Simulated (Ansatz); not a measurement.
AgRhO2:
```cif
data_AgO2Rh
_chemical_formula_sum 'Ag1 Rh1 O2'
_space_group_name_H-M_alt 'P 1'
_space_group_IT_number 1
_cell_length_a 6.43791
_cell_length_b 6.43791
_cell_length_c 6.43791
_cell_angle_alpha 27.437
_cell_angle_beta 27.437
_cell_angle_gamma 27.437
loop_
_space_group_symop_operation_xyz
  'x, y, z'
loop_
_atom_site_label
_atom_site_type_symbol
_atom_site_fract_x
_atom_site_fract_y
_atom_site_fract_z
_atom_site_occupancy
Ag1 Ag 0.00000 0.00000 0.00000 1
Rh1 Rh 0.50000 0.50000 0.50000 1
O1 O 0.88723 0.88723 0.88723 1
O2 O 0.11277 0.11277 0.11277 1
```

Relaxed with PBEsol.

Task: Tabulate the valence density and the electron localisation function along the shortest Ag–Ag contact (3.05 Å), DFT-PBEsol in the program Ansatz with PAW potentials.

Result: 

```tsv
distance from Ag (Å)	density (e/Å³)	ELF
0.31	15.08	0.73
0.46	9.93	0.63
0.61	5.47	0.54
0.76	2.48	0.46
0.92	1.00	0.35
1.07	0.47	0.26
1.22	0.26	0.19
1.37	0.18	0.15
1.53	0.16	0.13
1.68	0.18	0.15
1.83	0.26	0.19
1.98	0.47	0.26
2.14	1.00	0.35
2.29	2.48	0.46
2.44	5.47	0.54
2.60	9.93	0.63
2.75	15.08	0.73
```

The density is the valence pseudo-density with augmentation charge, so density and ELF within about 1 Å of a nucleus are not all-electron values.

Space group R-3m. The workflow started from a Materials Project entry (that database holds measured and hypothetical structures alike); the Crystallography Open Database copy checked does not list it. Whether it is the stable phase at ambient conditions was not checked. Symmetry was held in the PBEsol relaxation; whether a distortion lowers the energy is not shown. The run is not spin-polarised.

Potentials: the later of the program's two PAW sets.
